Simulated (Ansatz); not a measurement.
Si₃N₂: start and end of a relaxation

The guess for Si₃N₂ was made by a generator: random cell by space group and Wyckoff sites (P-4m2, No. 115). Its size is a rough estimate.

start:

Space group P-4m2 (No. 115). a = 4.223 Å, b = 4.223 Å, c = 3.221 Å, α = 90.00°, β = 90.00°, γ = 90.00°
```csv
atom,site,symmetry,x,y,z
Si,1b,-4m2,0.5000,0.5000,0.0000
Si,2g,2mm.,0.0000,0.5000,0.7570
N,1c,-4m2,0.5000,0.5000,0.5000
N,1d,-4m2,0.0000,0.0000,0.5000
```

Level of theory: DFT PBE, scalar-relativistic, plane waves, PAW (Ansatz 0.2.0). Cutoff 420 eV, Gaussian smearing, Γ-centred meshes. Cell and atoms relax first on a coarse mesh and then on a finer one. In between, the cell is made exact in the group found at 0.06 Å. In metals the finer mesh still leaves noise of several meV/atom or more. The steps can't lower the symmetry of their start. No spin polarisation in the relaxation; trial moments died out in a coarse test.

end:

Space group P-4m2 (No. 115). a = 3.505 Å, b = 3.505 Å, c = 5.314 Å, α = 90.00°, β = 90.00°, γ = 90.00°
```tsv
atom	site	symmetry	x	y	z
Si	1b	-4m2	0.5000	0.5000	0.0000
Si	2g	2mm.	0.0000	0.5000	0.6330
N	1c	-4m2	0.5000	0.5000	0.5000
N	1d	-4m2	0.0000	0.0000	0.5000
```

The symmetry stays P-4m2 (No. 115). The volume per atom grows by 13.6 %, from 11.5 to 13.1 Å³. The shortest distance goes from 1.61 Å (Si–N) to 1.89 Å (Si–N). The ratio c/a of the conventional cell changes by a factor of 1.99. The energy falls by about 0.99 eV/atom (the start's value is from the coarse mesh). The end is written in a standard setting, so origin, axes and order of atoms can differ from the start's.

- Volume per atom: 13.05 Å³
- Density: 2.86 g/cm³
- Energy over the elements: +0.14 eV/atom
- Gap on the 10×10×8 mesh of the 5-atom cell: 0 eV (a metal)

The zero of energy is the elements' standard structures at the same level (N₂ as a molecule); no fitted shifts are applied. It can't be a ground state, since the elements alone are lower.

The last run used Gaussian smearing of 0.10 eV. A structure relaxed within its symmetry needn't be a true minimum. In all, the 4 runs took 63 s on 1 thread of AMD EPYC 9R45 96-Core Processor (Zen 5), with other jobs on the host.
